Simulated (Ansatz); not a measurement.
**Profile along the Cu–Cu line in ZrCu5 (space group F-43m)**

ZrCu5 (space group F-43m)

Space group F-43m (No. 216); a = b = c = 6.712 Å, α = β = γ = 90.00°

| atom | site | symmetry | x | y | z |
|---|---|---|---|---|---|
| Zr | 4a | -43m | 0.0000 | 0.0000 | 0.0000 |
| Cu | 4d | -43m | 0.7500 | 0.7500 | 0.7500 |
| Cu | 16e | .3m | 0.3758 | 0.3758 | 0.3758 |
(The calculation used a cell of 6 atoms; values per cell refer to that cell.)

Fields along a shortest Cu–Cu line of a {110} plane (2.36 Å), from Cu to Cu, interpolated on the slice's grid (step about 0.3 Å). The numbers are results of LDA (plane waves to 420 eV, PAW, scalar-relativistic; Ansatz, a quantum-chemistry and plane-wave program), not measurements. k mesh 12×12×12. Near the nuclei the fields are pseudised (PAW); where an atom keeps semicore shells as valence, they peak there. ZrCu5 is run without spin polarisation. ZrCu5 was relaxed with its symmetry unable to fall.

| distance from Cu (Å) | valence electron density (e/Å³) | electron localisation function |
|---|---|---|
| 0.00 | 69.96 | x |
| 0.12 | 60.70 | x |
| 0.24 | 40.64 | x |
| 0.35 | 21.84 | x |
| 0.47 | 10.05 | x |
| 0.59 | 4.31 | 0.26 |
| 0.71 | 1.88 | 0.20 |
| 0.83 | 0.93 | 0.19 |
| 0.94 | 0.57 | 0.21 |
| 1.06 | 0.43 | 0.22 |
| 1.18 | 0.39 | 0.23 |
| 1.30 | 0.41 | 0.21 |
| 1.42 | 0.55 | 0.20 |
| 1.53 | 0.94 | 0.20 |
| 1.65 | 1.93 | 0.21 |
| 1.77 | 4.37 | 0.28 |
| 1.89 | 10.07 | x |
| 2.01 | 21.71 | x |
| 2.12 | 40.46 | x |
| 2.24 | 59.95 | x |
| 2.36 | 59.95 | x |

x: too close to a nucleus for the ELF to mean much.

Density on the Cu–Cu line (2.36 Å) at its midpoint: 0.39 e/Å³. ELF at that point: 0.2.
